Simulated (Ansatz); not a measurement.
This run works on a proposed trial structure, not on a known crystal.

Input and command of a plane-wave DFT calculation in Ansatz:

```yaml
crystal:
  lattice:
    - [3.4619845918, 0.0, 0.0]
    - [0.0, 3.4619845918, 0.0]
    - [0.0, 0.0, 10.0723276951]
  atoms:
    - { symbol: Ta, position: [0.0, 0.5, 0.878775189], spin: 1.0 }
    - { symbol: Ta, position: [0.5, 0.0, 0.121224811], spin: 1.0 }
    - { symbol: Bi, position: [0.5, 0.0, 0.6801249079] }
    - { symbol: Bi, position: [0.0, 0.5, 0.3198750921] }
    - { symbol: O, position: [0.5, 0.5, 0.0] }
    - { symbol: O, position: [0.0, 0.0, 0.0] }
basis:
  ecutwfc: 420
kpoints:
  mp_grid: { grid: [6, 6, 2] }
hamiltonian:
  xc: pbe
scf:
  occupations: { method: gaussian, width: 0.1 }
  lower_state_search: "off"
output:
  forces: true
  stress: true
  eigenvalues: true
  populations: true
magnetization:
  spin_polarized: true
relax:
  adjacent_minimum: "off"
  f_tol: 0.04
  max_steps: 70
  cell: { stress_tol: 0.4 }
```

```bash
ansatz run input.yaml --threads 1 --pin off --max-ram 2560MiB --backend cpu --events-out ev --progress --plain --runs-dir out
```

Processor: Arm Neoverse V2, 1 thread, on a host shared with other jobs.

Question: Estimate time, memory and problem size.

Answer: About 100 s, peak memory 0.49 GiB. It solves 42 bands at 20 k points (after reduction by symmetry) with about 2381 plane waves (on the last cell), in 61 SCF iterations over 6 ionic steps.
